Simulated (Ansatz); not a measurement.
**Structure relaxation, Pd**

The start is a relaxed Pd cell, doubled along one cell vector, shaken by Gaussian noise of σ = 0.08 Å a coordinate. A full variable-cell relaxation at zero pressure is run with r2SCAN (plane waves to 500 eV, PAW, scalar-relativistic; Ansatz, a quantum-chemistry and plane-wave program). First-step values are on the input's coarse k-mesh.

Ansatz input (later rounds restart from its end on a renewed k-mesh):
Ansatz 0.2 input:
```yaml
crystal:
  lattice:
    - [0, 1.9557214953, 1.9557214953]
    - [1.9557214953, 0, 1.9557214953]
    - [3.9114429906, 3.9114429906, 0]
  atoms:
    - { symbol: Pd, position: [0.0748143605, -0.0148866712, -0.0227432232] }
    - { symbol: Pd, position: [-0.0247972163, -0.0207940715, 0.5245428857] }
basis: { ecutwfc: 500, ecutrho_ratio: 4, xc_grid: 4, fft_grid_basis: typed }
kpoints: { mp_grid: { grid: [14, 14, 7] } }
hamiltonian:
  xc: r2scan
  dispersion: none
  pseudopotentials: { azcp: { folder: ./paw }, kind: paw }
scf: { occupations: { method: fermi_dirac, width: 0.05 } }
relax: { f_tol: 0.01, max_steps: 100, cell: { stress_tol: 0.02 } }
output: { forces: true, stress: true }
```

**Question.** How large is the pressure on the unrelaxed cell, and of which sign?

**Answer.** +6.3 GPa (positive: the cell is compressed).

**Question.** Which atoms feel the largest initial force, and how large is it?

**Answer.** 2.32 eV/Å, on Pd1, Pd2 (atoms numbered as listed).

**Question.** How much energy is released per atom?

**Answer.** 0.13 eV/atom.

**Question.** What band gap does the relaxed structure have at this level?

**Answer.** Zero (metallic).

Relaxed structure:

```cif
data_Pd4
_chemical_formula_sum 'Pd4'
_space_group_name_H-M_alt 'Fm-3m'
_space_group_IT_number 225
_space_group_name_Hall '-F 4 2 3'
_cell_length_a 3.91144
_cell_length_b 3.91144
_cell_length_c 3.91144
_cell_angle_alpha 90.000
_cell_angle_beta 90.000
_cell_angle_gamma 90.000
loop_
_atom_site_label
_atom_site_type_symbol
_atom_site_symmetry_multiplicity
_atom_site_Wyckoff_symbol
_atom_site_fract_x
_atom_site_fract_y
_atom_site_fract_z
_atom_site_occupancy
Pd1 Pd 4 a 0.00000 0.00000 0.00000 1
```
(The calculation used a cell of 1 atom; values per cell refer to that cell.)

Final values are on a 20×20×20 k-mesh of the relaxed cell. No spin polarisation in the result.

The run could not lose the symmetry of its start.
